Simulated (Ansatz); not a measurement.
This guess for SnBi3O is about to be relaxed.

```cif
data_structure
_symmetry_space_group_name_H-M 'P-62m'
_symmetry_Int_Tables_number 189
_cell_length_a 5.0747
_cell_length_b 5.0747
_cell_length_c 5.7083
_cell_angle_alpha 90.000
_cell_angle_beta 90.000
_cell_angle_gamma 120.000
_cell_volume 127.31
loop_
_atom_site_label
_atom_site_type_symbol
_atom_site_symmetry_multiplicity
_atom_site_Wyckoff_symbol
_atom_site_fract_x
_atom_site_fract_y
_atom_site_fract_z
_atom_site_occupancy
Sn1 Sn 1 b 0.00000 0.00000 0.50000 1
Bi1 Bi 3 g 0.46401 0.00000 0.50000 1
O1 O 1 a 0.00000 0.00000 0.00000 1
```

Method: Ansatz 0.2.0, DFT PBE, scalar-relativistic, plane waves, PAW. Cutoff 420 eV, Gaussian smearing, Γ-centred meshes. Cell and atoms relax first on a coarse mesh and then on a finer one. In between, the cell is made exact in the group found at 0.06 Å. In metals the finer mesh still leaves noise of several meV/atom or more. The steps can't lower the symmetry of their start. No spin polarisation.

A guess keeps its type if space group and coordination stay and the shape of the cell changes little (axis ratios within about 15 %, angles within 6°); the volume may change.

Problem. Does it keep its structure type, or change into something else?

Solution. It doesn't keep its type. The symmetry goes from P-62m (No. 189) to P6/mmm (No. 191). The volume per atom grows by 20.6 %, from 25.5 to 30.7 Å³. The shortest distance goes from 2.35 Å (Sn–Bi) to 1.95 Å (Sn–O). Counting neighbours within 15 % of an atom's shortest distance, the start has Bi 5, O 2, Sn 3 and the end Bi 6, O 2, Sn 2. In detail, at the end Sn has 2 O at 1.95 Å and 6 Bi at 3.37 Å; around Bi lie 2 Sn at 3.37 Å, 4 Bi at 3.37 Å, 4 O at 3.89 Å and 2 Bi at 3.91 Å; around O lie 2 Sn at 1.95 Å, 12 Bi at 3.89 Å and 2 O at 3.91 Å.

Space group P6/mmm (No. 191). a = 6.737 Å, b = 6.737 Å, c = 3.906 Å, α = 90.00°, β = 90.00°, γ = 120.00°
| atom | site | symmetry | x | y | z |
| --- | --- | --- | --- | --- | --- |
| Sn | 1b | 6/mmm | 0.0000 | 0.0000 | 0.5000 |
| Bi | 3g | mmm | 0.5000 | 0.0000 | 0.5000 |
| O | 1a | 6/mmm | 0.0000 | 0.0000 | 0.0000 |

The last run used a 6×6×10 mesh (in the run's order of axes) for its 5-atom cell and Gaussian smearing of 0.10 eV. These runs have no spin–orbit coupling, which can matter for Bi. The cell is a metal run without spin; a magnetic state may lie lower. Symmetry constrained the relaxation, so the result can be a saddle point. Another cell of SnBi3O relaxed alike, in Pm-3m, lies 89 meV/atom lower, so this cell isn't the stable form at this level.
